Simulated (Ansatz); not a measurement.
MnRh:
```xyz
2
Lattice="3.0235 0.0000 0.0000 0.0000 3.0235 0.0000 0.0000 0.0000 3.0235" Properties=species:S:1:pos:R:3 pbc="T T T"
Rh     1.5117     1.5117     1.5117
Mn     0.0000     0.0000     0.0000
```
The run is spin-polarised; directions of the spins, atom by atom: ↑ ↑.

Relaxed with r²SCAN.

Problem. Give the Bader charges and basin volumes of the independent atoms, DFT-r²SCAN in the program Ansatz with PAW potentials.

Solution. 

| atom | Bader charge (e) | Bader volume (Å³) |
|---|---|---|
| Rh1 | -0.81 | 17.3 |
| Mn2 | +0.81 | 10.3 |

Space group Pm-3m (CsCl type). The workflow started from an entry of the Crystallography Open Database (COD), which files this formula under 2 space groups. Its standing as an ambient phase is unchecked. The cell was relaxed with r²SCAN under the symmetry of its start; its stability against distortions is not shown here. Magnetic state: ferromagnetic, chosen from 4 collinear starts compared on coarse meshes (ties went to the first, and starts can fall back to one state), not a proven ground state. Other orbital occupations within this spin state were not tried.

Potentials: the later of the program's two PAW sets.
